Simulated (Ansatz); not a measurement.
An input for the plane-wave PAW code Ansatz:

```yaml
crystal:
  lattice:
    - [3.5826668314, 0.0, 0.0]
    - [0.0, 3.5826668314, 0.0]
    - [0.0, 0.0, 3.5826668314]
  atoms:
    - { symbol: La, position: [0.0, 0.0, 0.0] }
    - { symbol: P, position: [0.5, 0.5, 0.5] }
basis:
  ecutwfc: 420
  ecutrho_ratio: 4
kpoints:
  mp_grid: { grid: [10, 10, 10] }
hamiltonian:
  xc: pbesol
scf:
  occupations: { method: gaussian, width: 0.05 }
output:
  forces: true
  stress: true
  eigenvalues: true
```

Launched as:
```sh
ansatz run input.yaml --threads 4 --pin off --max-ram 8192MiB --backend cpu --events-out ev --progress --plain --runs-dir out
```

This is a trial structure; measured cells of the compound in the Crystallography Open Database are in space group Fm-3m (rock salt).

Problem. Before reading the output: what should come out?

Solution. Pressure 0.4 GPa, gap on the mesh zero (metallic) (PBEsol, scalar-relativistic).

The output:

```
Pseudopotentials: kind: paw
Pseudopotential: La, paw, valence charge 11, recommended cutoff 420 eV (normal), La.paw.azcp
Pseudopotential: P, paw, valence charge 5, recommended cutoff 420 eV (normal), P.paw.azcp
Crystal: 2 atoms, lattice volume = 45.985 Å³
Basis set: ecut = 420 eV, 895 PW (Γ), exchange–correlation on 48×48×48 points (8 copies of the dense FFT grid, shifted against one another)
Bands: 12, of which v1, the nominal top of the filled ones, is band 8 counted from 1 (7 counted from 0)
Symmetry: 48 space group operations
Space group: Pm-3m (ITA 221), of the structure as read, at distance tolerance 3.6e-5 Å
k-points: 56 of 1000
Initial density: superposition of atomic densities (neutral atoms: chi_scale 0, normalization atom), corrected by the library's trained network
Initial wavefunctions: pseudopotential atomic-orbital guess
Functional: x = pbesol(κ = 0.804, μ = 0.12346), c = pbesol(β = 0.046)
```

SCF trace (energy estimate counted from the last row):
```tsv
iteration	ΔE (eV)	density residual (eV)
1	-8.5e-04	7.07e-3
2	-9.9e-05	2.60e-3
3	1.4e-05	1.11e-4
4	1.9e-05	6.41e-5
5	0.000	4.94e-6
6	0.000	2.69e-7
7	0.000	3.10e-9
```

```
SCF 1 converged in 7 iterations: F = -6903.789396 eV  dr2 = 3.10e-9
SCF converged after 7 iterations
Free energy (F): -6903.789396 eV
E sigma→0 (E₀):  -6903.788786 eV
Entropy (-TS):   -0.001220 eV (-0.610 meV/atom)
Fermi energy:    11.870555 eV
--- Per-component energies (eV) ---
  E_band       = -0.137063
  E_kinetic    = 263.848365
  E_local      = -299.338646  (includes V_loc(G=0)·N_el)
  E_nonlocal   = 132.794959
  E_hartree    = 93.046236
  E_xc         = -200.527467
  E_vxc        = -209.511676  (∫ρ·V_xc dr)
  E_paw        = -5884.073463  (= ΣΔE_a)
  E_vpaw       = -74.022002  (= ΣTr[D̂ρ^β])
  E_aug_tail   = 0.000003  (compensation charges beyond the density's cutoff)
  E_ewald      = -1009.753768
  E_core_change = 0.215606  (= ΣΔE_core)
  E_smearing   = -0.001220  (= −TS)
--- Forces (eV/Å), atoms counted from 1 ---
  atom   1  La     0.00000000     0.00000000     0.00000000
  atom   2  P      0.00000000     0.00000000     0.00000000
--- Stress (GPa, compression-positive) ---
        0.372751       0.000000       0.000000
        0.000000       0.372751       0.000000
        0.000000       0.000000       0.372751
  P = ⅓ Tr σ = 0.3728 GPa (3.728 kbar)
```

It ran for 0.65 s on 4 threads of Arm Neoverse V2, on a shared host, peak memory 0.34 GiB.

These numbers lack spin–orbit coupling.
